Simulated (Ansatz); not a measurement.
Theory: Ansatz, DFT PBE, scalar-relativistic, plane waves, PAW. Settings: cutoff 420 eV, Γ-centred meshes spaced at most about 0.3 Å⁻¹, and about 0.25 Å⁻¹ or finer for metals (2π included), Gaussian smearing. No spin polarisation in the final relaxations.

All energies are static (0 K, no zero-point motion).

Compare these two cells of Sn2TeS, each relaxed at this level.

A.

```cif
data_structure
_symmetry_space_group_name_H-M 'P6_3/mmc'
_symmetry_Int_Tables_number 194
_cell_length_a 4.2863
_cell_length_b 4.2863
_cell_length_c 14.6916
_cell_angle_alpha 90.000
_cell_angle_beta 90.000
_cell_angle_gamma 120.000
_cell_volume 233.76
loop_
_atom_site_label
_atom_site_type_symbol
_atom_site_symmetry_multiplicity
_atom_site_Wyckoff_symbol
_atom_site_fract_x
_atom_site_fract_y
_atom_site_fract_z
_atom_site_occupancy
Sn1 Sn 4 f 0.33333 0.66667 0.63478 1
Te1 Te 2 a 0.00000 0.00000 0.00000 1
S1 S 2 c 0.33333 0.66667 0.25000 1
```

B.

```cif
data_structure
_symmetry_space_group_name_H-M 'P6_3mc'
_symmetry_Int_Tables_number 186
_cell_length_a 4.2677
_cell_length_b 4.2677
_cell_length_c 15.4982
_cell_angle_alpha 90.000
_cell_angle_beta 90.000
_cell_angle_gamma 120.000
_cell_volume 244.46
loop_
_atom_site_label
_atom_site_type_symbol
_atom_site_symmetry_multiplicity
_atom_site_Wyckoff_symbol
_atom_site_fract_x
_atom_site_fract_y
_atom_site_fract_z
_atom_site_occupancy
Sn1 Sn 2 b 0.33333 0.66667 0.61984 1
Sn2 Sn 2 b 0.66667 0.33333 0.35217 1
Te1 Te 2 a 0.00000 0.00000 0.00807 1
S1 S 2 b 0.33333 0.66667 0.26993 1
```

Task: Which is lower in energy, and by how much?

Result: B is lower, by 20 meV/atom. A has space group P6_3/mmc (No. 194), 29.2 Å³/atom and no gap on its mesh; B has space group P6_3mc (No. 186), 30.6 Å³/atom and a gap of 0.08 eV. Counting S or Te atoms around Sn (for each partner element, those within 1.25 times its shortest distance or 1.15 times the sum of covalent radii, where it is the nearest in units of that sum or under 1.3; a slash parts the counts of unlike sites), A has Sn 6 and B has Sn 3/6. The lower one is the more open, so pressure narrows the difference. Both come from invented guesses.

Spin–orbit coupling, which can matter for Te, is left out. Kohn–Sham gaps at this level usually fall short of measured ones. The missing spin–orbit coupling can work the other way here. The zero gap of P6_3/mmc may come from the functional, which often closes small gaps. Cells relaxed within their symmetry can be saddle points. The P6_3mc cell of Sn2TeS came from shaking the P6_3/mmc one.
